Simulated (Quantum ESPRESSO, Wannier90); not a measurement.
**Wannierisation of LiPd (CsCl type)**

```xyz
2
Lattice="2.9597 0.0000 0.0000 0.0000 2.9597 0.0000 0.0000 0.0000 2.9597" Properties=species:S:1:pos:R:3 pbc="T T T"
Li     0.0000     0.0000     0.0000
Pd     1.4798     1.4798     1.4798
```

Structure: Materials Project mp-2743, symmetrised, not relaxed again. COD (Crystallography Open Database) has the formula in 2 space groups, this one among them (matched by group alone). Level: PBEsol, no spin polarisation, no spin-orbit coupling; pw.x of Quantum ESPRESSO at 66 Ry with PseudoDojo potentials, 10×10×10 k-points, Wannier90. Density: 14×14×14 mesh, cold smearing 0.01 Ry.

A tight-binding model is made by disentanglement and projection with no localisation steps (num_iter = 0), so the 13 orbitals stay atom-like: hydrogen-like Li: s;p; Pd: s;p;d, axes along x, y, z; frozen window up to 1.50 eV relative to the Fermi level. It follows pw.x to 6.1 meV rms for states up to 1.0 eV relative to the Fermi level. Matrix elements depend on this choice of orbitals and windows. Bands 5 (Li 1s 99 %) lie between the kept ones and are excluded.

### Question
What are the on-site energies relative to the Fermi level, and how fast do the hoppings decay?

### Answer
```csv
atom,orbitals,energy (eV)
Li1,s,2.69
Li1,pz px py,6.33
Pd2,s,-81.01
Pd2,pz px py,-48.26
Pd2,dz2 dx2-y2,-1.86
Pd2,dxz dyz dxy,-1.63
```

| distance of the centres (Å) | largest modulus (eV) |
|---|---|
| 2–3 | 3.3 |
| 4–5 | 0.36 |
| 5–6 | 0.30 |
| 6–7 | 0.14 |
| 7–8 | 0.070 |
| 8–9 | 0.039 |
| 9–10 | 0.024 |
| 10–11 | 0.022 |
| 11–12 | 0.027 |
| 12–13 | 0.015 |
